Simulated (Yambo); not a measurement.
Absorption of AlPO4 (space group I-4, No. 82) with and without the electron-hole interaction (Yambo, PBEsol bands; 6×6×6 mesh, 8 valence and 5 conduction bands, static screening with 49 bands and a 3 Ry block, scissor 2.98 eV, Tamm-Dancoff; field along x). Axes are Cartesian, with cell vectors (Å) (-2.51, 2.51, 3.69), (2.51, -2.51, 3.69), (2.51, 2.51, -3.69).

```tsv
E (eV)	Im ε, BSE	Im ε, independent quasiparticles
6.50	0.04	0.01
6.60	0.04	0.01
6.70	0.04	0.01
6.80	0.05	0.01
6.90	0.05	0.01
7.00	0.05	0.01
7.10	0.06	0.01
7.20	0.07	0.01
7.30	0.07	0.01
7.40	0.08	0.01
7.50	0.09	0.01
7.60	0.10	0.02
7.70	0.11	0.02
7.80	0.13	0.02
7.90	0.15	0.02
8.00	0.17	0.02
8.10	0.21	0.02
8.20	0.25	0.02
8.30	0.32	0.02
8.40	0.41	0.02
8.50	0.56	0.02
8.60	0.80	0.02
8.70	1.23	0.03
8.80	1.89	0.03
8.90	2.71	0.03
9.00	3.93	0.03
9.10	5.76	0.03
9.20	5.89	0.04
9.30	4.15	0.04
9.40	2.71	0.05
9.50	1.99	0.05
9.60	1.70	0.05
9.70	1.66	0.06
9.80	1.61	0.07
9.90	1.65	0.08
10.00	1.81	0.09
10.10	1.65	0.10
10.20	1.58	0.13
10.30	1.51	0.16
10.40	1.37	0.19
10.50	1.21	0.22
10.60	1.22	0.26
10.70	1.19	0.32
10.80	1.06	0.38
10.90	0.89	0.48
11.00	0.87	0.64
11.10	0.82	0.71
11.20	0.83	0.79
11.30	0.81	0.82
11.40	0.91	0.88
11.50	0.98	1.01
11.60	1.10	1.10
11.70	1.07	1.19
11.80	1.04	1.34
11.90	1.02	1.63
12.00	1.01	1.91
12.10	1.11	1.95
12.20	1.14	2.04
12.30	1.29	2.20
12.40	1.22	2.43
12.50	1.23	2.57
12.60	1.14	2.61
12.70	1.17	2.68
12.80	1.11	2.65
12.90	1.06	2.47
13.00	1.01	2.32
13.10	0.93	2.20
13.20	0.84	2.12
13.30	0.74	2.09
13.40	0.69	2.06
```

The scissor comes from a G0W0 run whose convergence isn't established. Broadening 0.15 eV. The band window holds all transitions up to 14.0 eV. Fine structure above the onset can come from the mesh.

Geometry of the Materials Project entry, not relaxed at this level; primitive cell a = 5.1199 Å, b = 5.1199 Å, c = 5.1199 Å, α = 121.28°, β = 121.28°, γ = 87.80°.
